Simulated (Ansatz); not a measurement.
Ir (fcc, Cu type)

```xyz
1
Lattice="0.0000 1.9354 1.9354 1.9354 0.0000 1.9354 1.9354 1.9354 0.0000" Properties=species:S:1:pos:R:3 pbc="T T T"
Ir     0.0000     0.0000     0.0000
```

The slice is a {100} plane (indices of the conventional cell) through the point (0.000, 0.000, 0.000) (fractional), spanned by u = [100] and v = [0 1 -1] in vectors of this cell: u (2.74 Å) and v (2.74 Å, at 90° to u). It covers one period; positions are fractions (u, v).

The numbers are results of PBE (plane waves to 420 eV, PAW, scalar-relativistic; Ansatz, a quantum-chemistry and plane-wave program), not measurements. k mesh 21×21×21. These are valence fields of a PAW run, semicore shells included where kept as valence: close to a nucleus they are smooth pseudo fields. Ir is run without spin polarisation. Ir was relaxed with its symmetry unable to fall. Spin-orbit coupling is left out, though Ir is heavy.

Three fields on this plane, each scaled to ten steps between its own extremes (0 low, 9 high; the total valence density on a logarithmic scale, the potential cut 8 eV below its top; x marks points blanked near nuclei; v = 0 in the bottom row):

Map A
```
|xxxxxxxxxxxx001333100xxxxxxxxxxx|
|xxxxxxxxxxxx002343200xxxxxxxxxxx|
|xxxxxxxxxxxx002444200xxxxxxxxxxx|
|xxxxxxxxxxx00134443100xxxxxxxxxx|
|xxxxxxxxxxx00245554200xxxxxxxxxx|
|xxxxxxxxxxx01355655310xxxxxxxxxx|
|xxxxxxxxxx0024566654200xxxxxxxxx|
|xxxxxxxxx002456777654200xxxxxxxx|
|xxxxxxxx00135677877653100xxxxxxx|
|xxxxxxx0013567888887653100xxxxxx|
|xxxx0000235678888888765320000xxx|
|00000012456788999998876542100000|
|00001234567889999999887654321000|
|11223455678899999999988765543221|
|33344556778899999999988776554433|
|33444566788899999999988876654443|
|33344556778899999999988776554433|
|11223455678899999999988765543221|
|00001234567889999999887654321000|
|00000012456788999998876542100000|
|xxxx0000235678888888765320000xxx|
|xxxxxxx0013567888887653100xxxxxx|
|xxxxxxxx00135677877653100xxxxxxx|
|xxxxxxxxx002456777654200xxxxxxxx|
|xxxxxxxxxx0024566654200xxxxxxxxx|
|xxxxxxxxxxx01355655310xxxxxxxxxx|
|xxxxxxxxxxx00245554200xxxxxxxxxx|
|xxxxxxxxxxx00134443100xxxxxxxxxx|
|xxxxxxxxxxxx002444200xxxxxxxxxxx|
|xxxxxxxxxxxx002343200xxxxxxxxxxx|
|xxxxxxxxxxxx001333100xxxxxxxxxxx|
|xxxxxxxxxxxx001333100xxxxxxxxxxx|
```

Map B
```
|xxxxxxxxxxxx976656679xxxxxxxxxxx|
|xxxxxxxxxxxx976656679xxxxxxxxxxx|
|xxxxxxxxxxxx876555678xxxxxxxxxxx|
|xxxxxxxxxxx98655555689xxxxxxxxxx|
|xxxxxxxxxxx97654445679xxxxxxxxxx|
|xxxxxxxxxxx86544444568xxxxxxxxxx|
|xxxxxxxxxx8764433344678xxxxxxxxx|
|xxxxxxxxx976543333345679xxxxxxxx|
|xxxxxxxx97654332223345679xxxxxxx|
|xxxxxxx8765432221222345678xxxxxx|
|xxxx9987654322111112234567899xxx|
|99988766543221110111223456678899|
|77776654432211000001122344566777|
|66665544332110000000112334455666|
|66655443322110000000112233445566|
|65555443321100000000011233445555|
|66655443322110000000112233445566|
|66665544332110000000112334455666|
|77776654432211000001122344566777|
|99988766543221110111223456678899|
|xxxx9987654322111112234567899xxx|
|xxxxxxx8765432221222345678xxxxxx|
|xxxxxxxx97654332223345679xxxxxxx|
|xxxxxxxxx976543333345679xxxxxxxx|
|xxxxxxxxxx8764433344678xxxxxxxxx|
|xxxxxxxxxxx86544444568xxxxxxxxxx|
|xxxxxxxxxxx97654445679xxxxxxxxxx|
|xxxxxxxxxxx98655555689xxxxxxxxxx|
|xxxxxxxxxxxx876555678xxxxxxxxxxx|
|xxxxxxxxxxxx976656679xxxxxxxxxxx|
|xxxxxxxxxxxx976656679xxxxxxxxxxx|
|xxxxxxxxxxxx976666679xxxxxxxxxxx|
```

Map C
```
|xxxxxxxxxxxx767999767xxxxxxxxxxx|
|xxxxxxxxxxxx667999766xxxxxxxxxxx|
|xxxxxxxxxxxx667898766xxxxxxxxxxx|
|xxxxxxxxxxx76678887667xxxxxxxxxx|
|xxxxxxxxxxx76667776667xxxxxxxxxx|
|xxxxxxxxxxx65566666556xxxxxxxxxx|
|xxxxxxxxxx7555556555557xxxxxxxxx|
|xxxxxxxxx765444555444567xxxxxxxx|
|xxxxxxxx76544444444444567xxxxxxx|
|xxxxxxx7654433333333344567xxxxxx|
|xxxx7765544332222222334455677xxx|
|77666655443322111112233445566667|
|66666655443221100011223445566666|
|77777665443211000001123445667777|
|99988765543210000000123455678899|
|99998766543210000000123456678999|
|99988765543210000000123455678899|
|77777665443211000001123445667777|
|66666655443221100011223445566666|
|77666655443322111112233445566667|
|xxxx7765544332222222334455677xxx|
|xxxxxxx7654433333333344567xxxxxx|
|xxxxxxxx76544444444444567xxxxxxx|
|xxxxxxxxx765444555444567xxxxxxxx|
|xxxxxxxxxx7555556555557xxxxxxxxx|
|xxxxxxxxxxx65566666556xxxxxxxxxx|
|xxxxxxxxxxx76667776667xxxxxxxxxx|
|xxxxxxxxxxx76678887667xxxxxxxxxx|
|xxxxxxxxxxxx667898766xxxxxxxxxxx|
|xxxxxxxxxxxx667999766xxxxxxxxxxx|
|xxxxxxxxxxxx767999767xxxxxxxxxxx|
|xxxxxxxxxxxx767999767xxxxxxxxxxx|
```

Question: Assign the maps to these fields: electron localisation function (ELF); valence electron density; electrostatic potential energy of an electron, from the cell's mean.

Answer: A is the electrostatic potential energy of an electron, from the cell's mean; B is the valence electron density; C is the electron localisation function (ELF).
